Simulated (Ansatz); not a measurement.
Relaxed Hf (hcp, Mg type):

```yaml
crystal:
  lattice:
    - [6.40842, 0.00000, 0.00000]
    - [-1.60210, 2.77493, 0.00000]
    - [0.00000, 0.00000, 5.06906]
  atoms:
    - { symbol: Hf, position: [0.16667, 0.66667, 0.75000] }
    - { symbol: Hf, position: [0.66667, 0.66667, 0.75000] }
    - { symbol: Hf, position: [0.33333, 0.33333, 0.25000] }
    - { symbol: Hf, position: [0.83333, 0.33333, 0.25000] }
```

The atoms are displaced by Q × the pattern below (from a DFPT mode at M = (0.5, 0.0, 0.0), largest move 1; Q in Å), at fixed cell. (q is in reciprocal vectors of the primitive cell; the cell shown is doubled to hold the pattern.)

```
atom       x       y      z
----  ------  ------  -----
Hf1   -0.500   0.866  0.000
Hf2    0.500  -0.866  0.000
Hf3   -0.500   0.866  0.000
Hf4    0.500  -0.866  0.000
```

Level of theory: PBE (plane waves to 420 eV, PAW, scalar-relativistic; Ansatz, a program for electronic structure). k mesh 17×17×9 (Γ-centred), Fermi-Dirac smearing 0.05 eV. The energy includes the smearing's −TS. With partly filled bands, energies and forces of such displacements shift with the k mesh and the smearing. Hf is run without spin polarisation. Hf was relaxed with its symmetry unable to fall. Spin-orbit coupling is left out, though Hf is heavy. ΔE is measured from the undisplaced structure. The last digit holds for this mesh only.

```tsv
Q (Å)	ΔE (meV/cell)
-0.2800	412.6
-0.2333	295.5
-0.1867	withheld
-0.1400	112.5
-0.0933	50.1
-0.0467	12.5
0.0000	0.0
0.0467	12.5
0.0933	50.1
0.1400	112.5
0.1867	withheld
0.2333	295.5
0.2800	412.6
```

**Question.** Fit an even polynomial form (powers 2, 4, 6) to the given rows and predict ΔE at Q = 0.1867.

**Answer.** Least squares on the 11 given rows: ΔE = (5900)·Q² + (-9727)·Q⁴ + (20310)·Q⁶, in meV/cell with Q in Å; root-mean-square residual 0.33 meV/cell. At 0.1867 the fit gives 194.7 meV/cell; the calculation gives 195.9 meV/cell, so the interpolation is off by -1.2 (-0.6 %). The quadratic term alone would give 205.7 meV/cell.

(For displaced atoms, the force is minus the slope of the energy, and its curvature is a force constant, which sets phonon frequencies.)
